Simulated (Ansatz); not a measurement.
**Property card for SiW**

SiW:
```xyz
2
Lattice="0.0000 2.4900 2.4900 2.4900 0.0000 2.4900 2.4900 2.4900 0.0000" Properties=species:S:1:pos:R:3 pbc="T T T"
Si     0.0000     0.0000     0.0000
W      2.4900     2.4900     2.4900
```

Space group Fm-3m (No. 225), rock salt; conventional cell a = b = c = 4.980 Å, α = β = γ = 90.00°.

Method: plane-wave PAW PBEsol (Ansatz code). The cell and atoms are relaxed at this level. Other levels are named where they apply.

Cell and energy:

- Volume per atom = 15.44 Å³
- Density = 11.40 g/cm³
- Formation energy from the elements (no fitted shifts) = 0.55 eV/atom

Electronic structure:

Electronic character: metallic (no gap)
Density of states at the Fermi level: 0.90 states/eV per atom (mean over ±0.08 eV)

Mechanics:

Bulk modulus (Birch–Murnaghan fit): 2010 kbar
Pressure derivative B′: 4.1
Elastic constants (relaxed ions, GPa): C11 = 472, C12 = 65.9, C44 = -6.2
Mechanical stability: unstable (C has a negative eigenvalue)

Phonons:

- Highest zone-centre frequency: 351 cm^-1
- Zone-centre stability: no imaginary mode at Γ

The cell is a constructed one: a structure type filled with these elements; neither database checked (COD, Materials Project) lists it. Whether it is the stable phase at ambient conditions was not checked. The PBEsol relaxation kept the symmetry of its start. No spin polarisation was allowed. As this level gives no gap, shear constants depend on the k-mesh and smearing (Fermi–Dirac, 0.1 eV here). As this level gives no gap, phonon frequencies hold no LO–TO term and depend on the k-mesh and smearing (Fermi–Dirac, 0.1 eV here). The references are the lowest solids computed at this level, not always the standard phases. Scalar-relativistic: spin–orbit coupling is off unless named, which matters more the heavier the elements.

Potentials: the later of the program's two PAW sets.
